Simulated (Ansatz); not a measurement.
## What a change of settings does: LaNb$_{2}$ (C15 type)

First run: DFT, PBEsol, PAW with Ansatz's default frozen-core files, scalar-relativistic (Ansatz 0.2.0).

Command: `ansatz run input.yaml --threads 2 --pin off --max-ram 5120MiB --backend cpu --events-out ev --progress --plain --runs-dir out` It took 12 s on 2 threads of Intel(R) Xeon(R) Platinum 8488C (Sapphire Rapids) (shared host), peak memory 0.56 GiB.

```yaml
crystal:
  lattice:
    - [0.0, 4.0901915051, 4.0901915051]
    - [4.0901915051, 0.0, 4.0901915051]
    - [4.0901915051, 4.0901915051, 0.0]
  atoms:
    - { symbol: La, position: [0.125, 0.125, 0.125] }
    - { symbol: La, position: [-0.125, -0.125, -0.125] }
    - { symbol: Nb, position: [0.5, 0.5, 0.5] }
    - { symbol: Nb, position: [0.5, 0.5, 0.0] }
    - { symbol: Nb, position: [0.5, 0.0, 0.5] }
    - { symbol: Nb, position: [0.0, 0.5, 0.5] }
kpoints:
  mp_grid: { grid: [7, 7, 7] }
scf:
  occupations: { method: fermi_dirac, width: 0.05 }
hamiltonian:
  xc: pbesol
  pseudopotentials: { kind: paw }
output:
  forces: true
  stress: true
relax:
  f_tol: 0.005
  max_steps: 50
  cell: {}
```

The start is a guessed cell of a prototype that needn't be stable.

This run: cell and atoms relaxed.

It converges in 35 SCF iterations over all geometries at a pressure of 0.01 GPa, ending at 22.11 Å³/atom, cutoff 420 eV.

The input is then changed:

```diff
   occupations: { method: fermi_dirac, width: 0.05 }
+  initial_density: { chi_scale: 0.3 }
 hamiltonian:
```

Predict the outcome of the changed run.

It converges in 39 SCF iterations over all geometries at a pressure of 0.01 GPa, ending at 22.11 Å³/atom, cutoff 420 eV, free energy 0.0 meV/atom against the first run's.
